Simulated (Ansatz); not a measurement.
## Pb$_{2}$ClO$_{2}$: pressure against volume

Pb$_{2}$ClO$_{2}$, I4/mmm, a = 3.934 Å, c = 12.341 Å. The structure is a COD entry; whether it is the stable form wasn't checked. Ansatz: PBEsol, PAW, 420 eV, Γ-centred 12×12×12 mesh on 5 atoms, Gaussian smearing 0.10 eV; no spin polarisation. Shape and atoms are relaxed at each volume; pressure is positive in compression.

| V (Å³/atom) | P (GPa) |
| --- | --- |
| 17.953 | 3.06 |
| 18.526 | ? |
| 19.099 | 0.00 |
| 19.672 | -1.18 |
| 20.245 | -2.13 |

Take V0 = 19.099 Å³/atom, fit the third-order Birch–Murnaghan form to the other rows, and predict the missing pressure.

With the Eulerian strain f = ½[(V0/V)^(2/3) − 1] and y = P/[3f(1 + 2f)^(5/2)], the form is the line y = B0 + 1.5 B0 (B0′ − 4) f. Rows (f, y): 0.02106, 43.7; -0.00976, 42.3; -0.01905, 41.1. Means f = -0.002583, y = 42.367; Σ(Δf)² = 0.0008817, ΣΔfΔy = 0.05286; the slope is their ratio. y = 42.52 + 59.96 f GPa, so B0 = 42.5 GPa and B0′ = 4 + 2 × (59.96)/(3 × 42.52) = 4.94. At V = 18.526, f = 0.01026, y = 43.14 and P = 1.40 GPa. The run gave 1.41 GPa, so the fit is 0.01 GPa too low, within the rms miss on the fitted rows (0.01 GPa).

The cell has an odd number of electrons and was run without spin polarisation, which forces a half-filled band: energy, forces and stress belong to that artificial state. Spin–orbit coupling is left out, which can shift energies with elements as heavy as these.